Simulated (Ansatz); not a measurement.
ZrB$_{2}$:
```cif
data_B2Zr
_chemical_formula_sum 'Zr1 B2'
_space_group_name_H-M_alt 'P6/mmm'
_space_group_IT_number 191
_space_group_name_Hall '-P 6 2'
_cell_length_a 3.15493
_cell_length_b 3.15493
_cell_length_c 3.50653
_cell_angle_alpha 90.000
_cell_angle_beta 90.000
_cell_angle_gamma 120.000
loop_
_atom_site_label
_atom_site_type_symbol
_atom_site_symmetry_multiplicity
_atom_site_Wyckoff_symbol
_atom_site_fract_x
_atom_site_fract_y
_atom_site_fract_z
_atom_site_occupancy
Zr1 Zr 1 a 0.00000 0.00000 0.00000 1
B1 B 2 d 0.33333 0.66667 0.50000 1
```

Relaxed with PBEsol.

### Question
Decompose the optical modes at the zone centre into irreducible representations, and say which are infrared and Raman allowed.

### Answer
Point group 6/mmm: Γ_opt = A2u + B1g + E1u + E2g. Infrared: A2u, E1u. Raman: E2g.

### Question
Assign frequencies (DFPT, PBEsol (plane waves, PAW; program Ansatz)).

### Answer
E1u 462, A2u 480, B1g 566, E2g 786 cm⁻¹.

Subscripts of B labels follow the axes of the standard setting.

The cell was relaxed with PBEsol under the symmetry of its start; of distortions, only those at the zone centre were tested. The run is not spin-polarised. As this level gives no gap, phonon frequencies hold no LO–TO term and depend on the k-mesh and smearing (Fermi–Dirac, 0.1 eV here).

Potentials: the later of the program's two PAW sets.
